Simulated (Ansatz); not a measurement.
The relaxed structure here is a generated cell of GaCuSe2: the first start was made by placing the elements on the sites of a structure type, and the end was not matched to a known phase here, so it may be hypothetical. Known forms of GaCuSe2 include space group No. 122.

One starting cell of GaCuSe2 (a generated trial cell of GaCuSe2 in the AFLOW prototype AB2C_oC16_63_c_2c_c (as in SrCuO2)) was relaxed twice with Ansatz (plane waves, PAW, scalar-relativistic): with r2SCAN at 500 eV and with PBE at 420 eV. The r2SCAN result:

```
CELL_PARAMETERS angstrom
      1.85183   -10.29860     0.00000
      1.85183    10.29860     0.00000
      0.00000     0.00000     4.58433
ATOMIC_POSITIONS crystal
  Cu 0.93275 0.06725 0.75000
  Cu 0.06725 0.93275 0.25000
  Se 0.04731 0.95269 0.75000
  Se 0.95269 0.04731 0.25000
  Se 0.81814 0.18186 0.75000
  Se 0.18186 0.81814 0.25000
  Ga 0.68687 0.31313 0.75000
  Ga 0.31313 0.68687 0.25000
```

| quantity | r2SCAN | PBE |
|---|---|---|
| space group | Cmcm | Cmcm |
| volume (Å³/atom) | 21.86 | ___ |
| a (Å) | 3.704 | ___ |
| b (Å) | 20.597 | ___ |
| c (Å) | 4.584 | ___ |
| gap (eV, no spin-orbit coupling) | 0.00 | ___ |

Question: What does PBE give for the same quantities?

Answer: 
- volume (Å³/atom), PBE: 22.53
- a (Å), PBE: 3.726
- b (Å), PBE: 20.844
- c (Å), PBE: 4.641
- gap (eV, no spin-orbit coupling), PBE: 0.00

Both levels end in the same structure; PBE's volume is 3.1 % larger. Neither column is exact.

No spin polarisation in the result.

The run could not lose the symmetry of its start: the end is stationary, and may be a saddle point rather than a minimum.

Ansatz is a program for electronic structure.
